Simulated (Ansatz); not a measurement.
Starting cell, MoS2 (3R-MoS2 type, space group R3m):

```
MoS2
1.0
    1.57661     0.91026     5.99789
   -1.57661     0.91026     5.99789
    0.00000    -1.82051     5.99789
Mo S
1 2
Cartesian
  0.00000   0.00000   0.00032
  0.00000   0.00000  13.55880
  0.00000   0.00000  10.43186
```

In each cell atom 1 (Mo, nearest neighbour S at 2.399 Å; its periodic images, 3.2 Å or more away, move with it) moves by s·(0.577, 0.577, 0.577) (along Cartesian [111]), the rest being held.

The numbers are results of PBE-D3(BJ) (plane waves to 420 eV, PAW, scalar-relativistic; Ansatz, a first-principles code), not measurements. k mesh 10×10×10 (Γ-centred), Fermi-Dirac smearing 0.05 eV. Energies are smeared free energies. MoS2 is run without spin polarisation. MoS2 was relaxed with its symmetry unable to fall. The PAW data are Ansatz's earlier set. This is one of several known forms of MoS2; the measured ambient cells at hand have space group No. 194. The zero of ΔE is the undisplaced structure.

The scan covers s from -0.240 to 0.240 Å in 11 points.

Problem. Is this a single well or a double well?

Solution. A single well with its minimum at or next to zero displacement.

Problem. Is the energy the same for displacements of ±0.240 Å, and if not, which side lies higher?

Solution. Not even: the positive side lies higher at ±0.240 Å. With its periodic images moving along, the atom's site symmetry in this cell is 3m.

Problem. What is the force constant k = d²E/ds² of this move at s = 0?

Solution. 23.7 eV/Å².

(A displaced cell: forces are minus the slopes of the energy, force constants its curvatures, and phonons follow from these.)
